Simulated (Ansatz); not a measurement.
Zr$_{2}$N:
```xyz
6
Lattice="5.4141 0.0000 0.0000 0.0000 5.4141 0.0000 0.0000 0.0000 3.3034" Properties=species:S:1:pos:R:3 pbc="T T T"
Zr     1.6054     1.6054     0.0000
Zr     3.8087     3.8087     0.0000
Zr     1.1016     4.3125     1.6517
Zr     4.3125     1.1016     1.6517
N      0.0000     0.0000     0.0000
N      2.7071     2.7071     1.6517
```

Relaxed with r²SCAN. Special points in fractions of this cell's reciprocal vectors: Γ (0.000, 0.000, 0.000); X (0.000, 0.500, 0.000); M (0.500, 0.500, 0.000); Z (0.000, 0.000, 0.500); R (0.000, 0.500, 0.500); A (0.500, 0.500, 0.500).

Task: List the band energies nearest the Fermi level at these points for r²SCAN (plane waves, PAW; program Ansatz).

Result: In eV from the Fermi level; about four levels below and three above (degenerate sets whole), none deeper than 8.9 eV; points with the same levels are listed once.

```csv
k,below,above
Γ,-4.37 -4.37 -4.10 -3.55 -2.04,0.09 0.76 0.88
X,-2.17 -2.17 -1.03 -1.03,1.46 1.46 1.65 1.65
M,-1.67 -1.67 -1.09 -1.09,0.92 0.92 1.47 1.47
Z,-1.19 -1.19 -1.17 -1.17,2.02 2.02 3.25 3.25
R,-1.00 -1.00 -0.88 -0.88,1.57 1.57 3.51 3.51
A,-0.81 -0.81 -0.39 -0.39,1.15 1.15 2.66 2.66
```

Space group P4_2/mnm (anti-rutile). The workflow started from a Materials Project entry (that database holds measured and hypothetical structures alike); the Crystallography Open Database copy checked does not list it. Whether it is the stable phase at ambient conditions was not checked. Symmetry was held in the r²SCAN relaxation; whether a distortion lowers the energy is not shown. No spin polarisation was allowed. Spin–orbit coupling is left out wherever it is not named.

Potentials: the later of the program's two PAW sets.
